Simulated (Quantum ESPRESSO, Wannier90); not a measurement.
## Wannierisation of PbSe (rock salt)

```xyz
2
Lattice="0.0000 3.0908 3.0908 3.0908 0.0000 3.0908 3.0908 3.0908 0.0000" Properties=species:S:1:pos:R:3 pbc="T T T"
Pb     0.0000     0.0000     0.0000
Se     3.0908     3.0908     3.0908
```

Structure: Materials Project mp-2201, symmetrised, not relaxed again. COD (Crystallography Open Database) has an entry of this formula and space group (matched by these alone). Method: PBE plane waves in Quantum ESPRESSO 7.5 (PseudoDojo norm-conserving files, 69 Ry, no spin polarisation, no spin-orbit coupling), Bloch states on a 8×8×8 mesh through Γ, Wannier90 4.0.1. Density: 10×10×10 mesh, Gaussian smearing 0.01 Ry. Spin-orbit coupling is left out although heavy elements are present.

Functional, cutoff and mesh named above are those of the base row (8×8×8); the first column says what each row takes instead. Model: 5 functions from bands 11-15, start SCDM (isolated) (the valence bands). Energies are relative to the valence-band maximum; the misfit is to pw.x on a path, for all bands of the set. Only the mesh of Bloch states changes. Ω_total can sit in another minimum from row to row; Ω_I of an isolated set cannot.

```csv
mesh,Ω_I (Å²),Ω_total (Å²),rms misfit (meV),k-points (cost),rough cost of nscf and overlaps (first row = 1)
3×3×3,8.83,11.00,187,27,1.0
4×4×4,10.07,11.92,66,64,1.4
5×5×5,11.27,13.21,57,125,4
7×7×7,12.52,14.26,22,343,10
8×8×8,12.88,14.52,8.5,512,13
10×10×10,13.40,14.95,3.7,1000,21
```
